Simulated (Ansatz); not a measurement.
Input:

Os:
```xyz
2
Lattice="0.0000 2.7777 2.7777 2.7777 0.0000 2.7777 2.7777 2.7777 0.0000" Properties=species:S:1:pos:R:3 pbc="T T T"
Os     0.0000     0.0000     0.0000
Os     1.3889     1.3889     1.3889
```

This is the PBE-relaxed structure.

All from PBE in the plane-wave PAW code Ansatz, unless another level is named. Estimate the density of states at the Fermi level.

0.80 states/eV per atom (mean over ±0.08 eV).

Give the gap with spin–orbit coupling.

none (metallic).

Space group Fd-3m (diamond). The start of the workflow was typed in or built on a structure type; neither database checked (COD, Materials Project) lists it. It is not the phase usual at ambient conditions (space group No. 194). The PBE relaxation kept the symmetry of its start; its stability against distortions is not shown here. No spin polarisation was allowed. Scalar-relativistic: spin–orbit coupling is off unless named, which matters more the heavier the elements.

Potentials: the later of the program's two PAW sets.
